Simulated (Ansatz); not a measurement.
The relaxed structure here is a generated cell of VBiO4: the first start was made by a random draw of sites in a space group, and the end was not matched to a known phase here, so it may be hypothetical. Known forms of VBiO4 include space group No. 88.

The end point of a relaxation of VBiO$_{4}$. Space group R-3m (No. 166). The numbers are results of r2SCAN (plane waves to 500 eV, PAW, scalar-relativistic; Ansatz, a first-principles code), not measurements.

```cif
data_Bi3O12V3
_chemical_formula_sum 'Bi3 O12 V3'
_space_group_name_H-M_alt 'R-3m :H'
_space_group_IT_number 166
_space_group_name_Hall '-R 3 2"'
_cell_length_a 5.33517
_cell_length_b 5.33517
_cell_length_c 10.84619
_cell_angle_alpha 90.000
_cell_angle_beta 90.000
_cell_angle_gamma 120.000
loop_
_atom_site_label
_atom_site_type_symbol
_atom_site_symmetry_multiplicity
_atom_site_Wyckoff_symbol
_atom_site_fract_x
_atom_site_fract_y
_atom_site_fract_z
_atom_site_occupancy
Bi1 Bi 3 a 0.00000 0.00000 0.00000 1
O1 O 6 c 0.00000 0.00000 0.20978 1
O2 O 6 c 0.00000 0.00000 0.33575 1
V1 V 3 b 0.00000 0.00000 0.50000 1
```
(The calculation used a cell of 6 atoms; values per cell refer to that cell.)

Question: What is the computed band gap (r2SCAN)?

Answer: No gap: a half-metal at this level (one spin channel is gapped at the Fermi level).

Question: What magnetic moment does r2SCAN give?

Answer: Net 0.33 μB/atom, ferromagnetic.

The relaxed cell holds bonded O–O pairs (1.37 Å). Spin state reached: ferromagnetic (net 0.33 μB/atom), from parallel starting moments; other spin orders were not run from this start. The d or f electrons are treated with no Hubbard U.

The run could not lose the symmetry of its start, so the end can be a saddle point.
